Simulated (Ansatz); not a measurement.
BaHfO$_{3}$ (cubic perovskite)

```xyz
5
Lattice="4.1212 0.0000 0.0000 0.0000 4.1212 0.0000 0.0000 0.0000 4.1212" Properties=species:S:1:pos:R:3 pbc="T T T"
Ba     0.0000     0.0000     0.0000
Hf     2.0606     2.0606     2.0606
O      0.0000     2.0606     2.0606
O      2.0606     2.0606     0.0000
O      2.0606     0.0000     2.0606
```

The slice is a {110} plane (indices of the conventional cell) through the point (0.000, 0.500, 0.500) (fractional), spanned by u = [100] and v = [011] in vectors of this cell: u (4.12 Å) and v (5.83 Å, at 90° to u). It covers one period; positions are fractions (u, v).

All values below come from LDA (plane waves to 420 eV, PAW, scalar-relativistic; Ansatz, an electronic-structure program). k mesh 8×8×8. These are valence fields of a PAW run, semicore shells included where kept as valence: close to a nucleus they are smooth pseudo fields. BaHfO3 is run without spin polarisation. BaHfO3 was relaxed with its symmetry unable to fall. Spin-orbit coupling is left out, though Hf is heavy.

Question: What is the ELF at the density minimum of the shortest Hf–O line in this plane (2.06 Å)?

Answer: 0.32.

Question: What is the valence density on the shortest Hf–O line in this plane (2.06 Å), at its minimum between the atoms?

Answer: 0.79 e/Å³.

Question: Predict the map of the electron localisation function (ELF) on the slice.

Answer: 
```
v \ u  0.00  0.14  0.29  0.43  0.57  0.71  0.86
-----  ----  ----  ----  ----  ----  ----  ----
0.90   0.82  0.75  0.14  0.77  0.77  0.14  0.75
0.80   0.21  0.13  0.05  0.07  0.07  0.05  0.13
0.70   0.66  0.38  0.05  0.07  0.07  0.05  0.38
0.60   0.69  0.87  0.39  0.03  0.03  0.39  0.87
0.50      x  0.71  0.73  0.02  0.02  0.73  0.71
0.40   0.69  0.87  0.39  0.03  0.03  0.39  0.87
0.30   0.66  0.38  0.05  0.07  0.07  0.05  0.38
0.20   0.21  0.13  0.05  0.07  0.07  0.05  0.13
0.10   0.82  0.75  0.14  0.77  0.77  0.14  0.75
0.00      x  0.83  0.34     x     x  0.34  0.83
```

Values: electron localisation function (ELF). Points within 0.4 Å of a nucleus are blanked (x), as the pseudised field means little there.
